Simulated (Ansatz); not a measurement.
## MgH₂ — ²⁵Mg NMR of the central transition

Cell: a Materials Project structure (computed, not necessarily an observed phase), whose atoms a relaxation with PBE at fixed cell left in place.

```xyz
6
Lattice="4.4767 0.0000 0.0000 0.0000 4.4767 0.0000 0.0000 0.0000 2.9925" Properties=species:S:1:pos:R:3 pbc="T T T"
Mg    2.2383    2.2383    1.4963
Mg    0.0000    0.0000    0.0000
H     3.1139    3.1139    0.0000
H     3.6012    0.8755    1.4963
H     1.3628    1.3628    0.0000
H     0.8755    3.6012    1.4963
```

Sites (sets of like atoms) are named by element and the number of their first atom in this list.

All values are calculated (Ansatz; DFT, PBE, plane waves and PAW, scalar-relativistic, 420 eV cutoff, Γ-centred 6×6×9 k-points, Fermi–Dirac smearing 0.02 eV), not measured.

²⁵Mg has I = 5/2 and Q = 199.4 mb (Pyykkö 2018); at 35.2 T its Larmor frequency is ν₀ = 91.8 MHz. Only the quadrupole interaction is simulated: positions count from each site's isotropic chemical shift, and J coupling is left out, as are shift anisotropy and dipolar coupling, which fast spinning averages.

Simulated pattern of one Mg site (fast magic-angle spinning, Gaussian broadening 0.06 kHz):

| offset (kHz) | height |
| --- | --- |
| -1.801 | 0 |
| -1.753 | 0 |
| -1.704 | 4 |
| -1.655 | 9 |
| -1.606 | 14 |
| -1.557 | 18 |
| -1.508 | 19 |
| -1.459 | 19 |
| -1.410 | 20 |
| -1.361 | 21 |
| -1.312 | 22 |
| -1.263 | 23 |
| -1.214 | 24 |
| -1.165 | 25 |
| -1.116 | 27 |
| -1.067 | 29 |
| -1.018 | 32 |
| -0.969 | 45 |
| -0.920 | 77 |
| -0.871 | 100 |
| -0.822 | 98 |
| -0.774 | 96 |
| -0.725 | 82 |
| -0.676 | 65 |
| -0.627 | 56 |
| -0.578 | 50 |
| -0.529 | 46 |
| -0.480 | 43 |
| -0.431 | 40 |
| -0.382 | 37 |
| -0.333 | 35 |
| -0.284 | 34 |
| -0.235 | 32 |
| -0.186 | 31 |
| -0.137 | 30 |
| -0.088 | 28 |
| -0.039 | 25 |
| 0.010 | 9 |
| 0.059 | 0 |
| 0.108 | 0 |

Problem. Which |C_Q| and η does the pattern imply?

Solution. The pattern spans 1.70 kHz before broadening and its centre of gravity is at -0.759 kHz, which fixes P_Q; the places of the horns and steps fix η. That gives P_Q = 3.41 MHz, |C_Q| = 3.04 MHz and η = 0.88. The sign of C_Q can't be read from the pattern.
